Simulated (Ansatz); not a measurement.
**Relaxing a structure of TiFe**

The start is a generated trial cell of TiFe in the AFLOW prototype AB_hR2_166_a_b (L1_1, as in CuPt). A full variable-cell relaxation at zero pressure is run with PBE (plane waves to 420 eV, PAW, scalar-relativistic; Ansatz, a quantum-chemistry and plane-wave program). The first steps use a coarse 14×14×14 k-mesh.

The start:
```
TiFe
1.0
    1.31926     0.76167     4.20926
   -1.31926     0.76167     4.20926
    0.00000    -1.52335     4.20926
Ti Fe
1 1
Direct
  0.00000   0.00000   0.00000
  0.50000   0.50000   0.50000
```
Spin-polarised start, with parallel moments on Fe.

Question: By how much does the energy per atom fall from start to end?

Answer: 0.16 eV/atom.

Question: How does the volume per atom move from start to end?

Answer: +7.2 %, from 12.69 to 13.60 Å³/atom.

Question: How do the shortest distances between atoms change?

Answer: The closest pairs of elements (up to four, under 3.6 Å), start → end: Fe–Ti 2.60 → 2.52 Å; Ti–Ti 2.64 → 2.88 Å; Fe–Fe 2.64 → 2.88 Å.

Question: What does it relax into? Give the structure.

Answer: 
Space group R-3m, hexagonal axes (No. 166); a = 2.876 Å, b = 2.876 Å, c = 11.391 Å, α = 90.00°, β = 90.00°, γ = 120.00°

```tsv
atom	site	symmetry	x	y	z
Ti	3a	-3m	0.0000	0.0000	0.0000
Fe	3b	-3m	0.0000	0.0000	0.5000
```
(The calculation used a cell of 2 atoms; values per cell refer to that cell.)

The space group stays R-3m (No. 166) (the run could not lower it); the end is AFLOW prototype AB_hR2_166_a_b (L1_1, as in CuPt), with 2 atoms in the primitive magnetic cell. Final values are on a 19×19×19 k-mesh of the relaxed cell. Spin state reached: ferrimagnetic (net 0.31 μB/atom), from parallel starting moments; other spin orders were not run from this start.

The run could not lose the symmetry of its start: the end is stationary, and may be a saddle point rather than a minimum.

All atoms sit on sites fixed by symmetry, so only the cell could relax.

The relaxed structure here is a generated cell of TiFe: the first start was made by placing the elements on the sites of a structure type, and the end was not matched to a known phase here, so it may be hypothetical. Known forms of TiFe include space group No. 221.
